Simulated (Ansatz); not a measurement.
La: all-electron results

```
La
1.0
     3.77000    0.00000    0.00000
    -1.88500    3.26492    0.00000
     0.00000    0.00000   12.15900
La
4
Direct
  0.00000 0.00000 0.00000
  0.00000 0.00000 0.50000
  0.33333 0.66667 0.75000
  0.66667 0.33333 0.25000
```

Atoms are numbered in the order listed.

The cell is COD entry 9008525, as deposited and not checked against the literature; nothing was relaxed.

Spin–orbit coupling is left out, though it moves levels of the heavy atoms by tenths of an eV or more.

Computed with DFT, PBE, all-electron LAPW, scalar-relativistic in Ansatz 0.2.0.

Sampling and basis: a Γ-centred 10×10×3 k mesh, Fermi–Dirac smearing of 0.08 eV, basis error target 1 meV/atom, no spin polarisation.

| Quantity | Value |
| --- | --- |
| Band gap | none: bands cross the Fermi level, a metal |
| Stress xx, yy, zz (compression positive) | 0.03, 0.03, -0.21 GPa |
| Density of states at the Fermi level (0.2 eV bin) | 6.05 states/eV per cell |
| Volume per atom | 37.42 Å³ |
| Pressure at this cell | -0.05 GPa |
